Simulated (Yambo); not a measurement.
SrGeP₂O₈ (space group C2/m, No. 12), G0W0@LDA in Yambo; all else as in the reference (2×2×2 Γ-centred k mesh, 225 bands and a 7 Ry block in the screening, 225 bands in G with the Bruneval-Gonze terminator, plasmon pole fitted at 27.2 eV). One parameter is varied: the cutoff of the exchange sum, over 5, 10, 20, 40, 84 Ry.

Q: From which value on does the gap (-0.5, -0.5, 0) → Γ stay within 0.05 eV of the largest setting?

A: From 40 Ry on.
```json
[
 {"cutoff of the exchange sum (Ry)": "5", "G0W0 gap (eV)": "7.03", "valence shift (eV)": "2.15"},
 {"cutoff of the exchange sum (Ry)": "10", "G0W0 gap (eV)": "6.89", "valence shift (eV)": "0.12"},
 {"cutoff of the exchange sum (Ry)": "20", "G0W0 gap (eV)": "6.95", "valence shift (eV)": "-0.88"},
 {"cutoff of the exchange sum (Ry)": "40", "G0W0 gap (eV)": "7.11", "valence shift (eV)": "-1.22"},
 {"cutoff of the exchange sum (Ry)": "84", "G0W0 gap (eV)": "7.15", "valence shift (eV)": "-1.28"}
]
```
The last step of the sweep still moves the gap by 40 meV; the other settings are held fixed.

The standard potential for Ge keeps a d shell in the valence without the s and p states of that shell. In tests on such compounds this moved G0W0 gaps by up to about 0.9 eV, so absolute quasiparticle energies here are unreliable; differences between settings are what counts.

Spin-orbit coupling is not included.

Geometry of the Materials Project entry, not relaxed at this level; primitive cell a = 4.670 Å, b = 4.670 Å, c = 7.327 Å, α = 93.62°, β = 93.62°, γ = 65.88°.

A shift is the quasiparticle energy of the state minus its LDA energy.
